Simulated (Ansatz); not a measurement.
**Zincblende alloy of CdTe and CdSe (40 of 64 Te sites exchanged), 128 atoms**

Ansatz, PAW, plane waves. PBEsol relaxation of volume and atoms (shape held) at the single k point (½, ½, ½); single points on the relaxed atoms at the Γ point alone, onto which points of the small cell's zone fold. Arrangement: quasirandom. No spin–orbit coupling unless named.

Relaxed structure:

```xyz
128
Lattice="0.0000 12.4661 12.4661 12.4661 0.0000 12.4661 12.4661 12.4661 0.0000" Properties=species:S:1:pos:R:3 pbc="T T T"
Cd   12.4267   12.4293    0.0047
Cd    0.0702    6.2995    6.3528
Cd   18.6833   12.4950    6.2819
Cd    6.4101   18.7126   12.4800
Cd    6.2373    6.2748    6.2125
Cd   18.6541   18.5212   12.4693
Cd   18.6958   12.4627   18.6713
Cd    6.1803   12.5760   12.3763
Cd   12.4708   18.7048   18.5198
Cd   12.5708    6.3292   12.3815
Cd   12.3920   12.3619    6.3424
Cd   12.5593   12.5983   12.4052
Cd   12.5672   12.4026   18.6110
Cd   12.4494   18.5657   12.4758
Cd   18.7138   12.3716   12.5385
Cd   18.6034   18.7570   18.8244
Cd   15.5268   15.5228   24.8606
Cd    3.2871    3.1224    6.2649
Cd    3.1639    9.3593    6.2321
Cd    3.0385    9.4087   12.4109
Cd    9.2090    3.1211    6.2616
Cd   21.7035   15.4928   12.3958
Cd   21.7413    9.4210   12.5287
Cd    9.3219    9.3473    6.2252
Cd    9.4141    9.2830   12.4000
Cd   21.6642   21.8269   18.7437
Cd    9.2491   15.5011    6.3071
Cd    9.4296   15.6551   12.4090
Cd   15.7186   21.8160   18.7194
Cd   15.5579    9.4492   12.5207
Cd   15.5365   15.6335   12.5341
Cd   15.6612   15.6378   18.6196
Cd    3.0972    0.1969    3.1336
Cd   15.6225    6.4194   15.5502
Cd   15.5231   18.5963    9.2753
Cd    3.2204   12.3816    9.3881
Cd   21.7487   12.5579    9.4186
Cd    9.3341    6.2297    3.1087
Cd    9.2647    6.3278    9.4224
Cd   21.8546   18.6344   15.6167
Cd   21.6933   12.3857   15.5315
Cd    9.4163   12.5747    9.2781
Cd    9.2515   12.3375   15.6525
Cd   21.6285   18.7414   21.8144
Cd   15.5821   18.5280   21.8221
Cd   15.6143   12.2828    9.3738
Cd   15.6128   12.4828   15.5757
Cd   15.6943   18.6622   15.6629
Cd    0.0858    3.0453    3.0509
Cd    0.1496    9.3429    9.3629
Cd    6.2386    3.1659    3.2864
Cd    6.2721    3.1989    9.2814
Cd    6.2239    9.3421    3.1431
Cd    6.2330    9.3388    9.1572
Cd   18.6745   21.8121   15.7119
Cd    6.2266   15.5730    9.3551
Cd   12.4163    3.0942    9.4828
Cd   12.2777    9.3575    3.1073
Cd   12.3956    9.4241    9.4101
Cd   12.6425    9.3785   15.5870
Cd   12.5029   15.5814    9.5105
Cd   12.5314   15.6423   15.5040
Cd   18.7611    9.4547    9.3472
Cd   18.6232   15.4456   15.4960
Se    1.5442    1.5252    1.4647
Se    1.6496    7.8227    7.7992
Se    7.7415    1.5594    7.8084
Se    7.8098    7.8252    1.6102
Se    7.7999    7.7800    7.7330
Se    7.7129   13.9861    7.8118
Se   14.0545    7.8431   13.9781
Se   14.0630   14.0393   14.0389
Se   20.2214   13.9637   13.9941
Se   20.1645   20.2935   20.2758
Se    4.7327    4.7205    7.7653
Se    4.6837   10.9175    7.7267
Se   10.8415   10.9354    1.5406
Se   10.8297   10.8639    7.8198
Se   10.8876   17.1389   14.0416
Se   17.2041   10.9019    7.7831
Se   17.1442   10.8937   14.0787
Se   17.1147   17.0814   14.0607
Se   17.1527   17.0899   20.2655
Se    4.7219    1.5576    4.7211
Se    4.7017    7.8333    4.6951
Se    4.6418   14.0563   10.8462
Se   10.8742    1.5208   10.9580
Se   10.8189    7.7881    4.6541
Se   10.9329    7.7821   10.8754
Se   10.9153   14.0413   10.9127
Se   17.1367   13.9866   17.1263
Se   17.1604   20.2318   17.1906
Se    1.5516   10.9649   10.9013
Se    7.7866    4.7405    4.7057
Se    7.7825    4.6550   10.8811
Se    7.7537   10.8761    4.6823
Se    7.6986   10.9062   17.2228
Se    7.7841   17.0986   10.8875
Se   14.0086    4.6412   10.9208
Se   13.9946   10.9058   10.9366
Se   14.1473   10.8948   17.1197
Se   14.0493   17.1304   10.9398
Se   14.0680   17.1288   17.0881
Se   20.2589   10.9427   10.9337
Te    7.7550    7.7530   14.0244
Te    7.7993   14.0822   14.0387
Te   14.0122    7.7820    7.7995
Te   14.0640   14.0005    7.8344
Te   14.0814   14.0357   20.2800
Te   14.0013   20.2182   14.0679
Te    4.6796    4.6747    1.5400
Te    4.6575   10.9624   14.0466
Te   10.8754    4.7151    7.8058
Te   10.9388    4.6396   13.9076
Te   10.9796   10.9257   13.9938
Te   10.8980   10.9233   20.2882
Te   10.8743   17.1307    7.8651
Te    4.6618    7.7537   10.8469
Te   10.9339    7.8509   17.1738
Te   10.8654   13.9596    4.6537
Te   10.8947   14.0455   17.1142
Te   10.8791   20.2635   10.9248
Te   17.1535    7.7986   10.9125
Te   17.1587   14.0226   10.9214
Te    1.6296    4.7043    4.6738
Te    7.8015   10.9247   10.8211
Te   14.0260   10.8949    4.6578
Te   20.1310   17.1029   17.1617
```

Problem. What are the mean bond lengths by pair (pairs within 1.2 times the sum of covalent radii, less contacts 15 % beyond the pair's median; cation–cation pairs of compounds aside; long ionic contacts are cut short by that bound)?

Solution. Cd–Se 2.649 ± 0.014 Å (standard deviation, 160 bonds); Cd–Te 2.788 ± 0.011 Å (standard deviation, 96 bonds).

Problem. What gap lies between the top filled and the lowest empty level in the single points?

Solution. HSE06 1.39 eV (6.1 min on NVIDIA GB200).
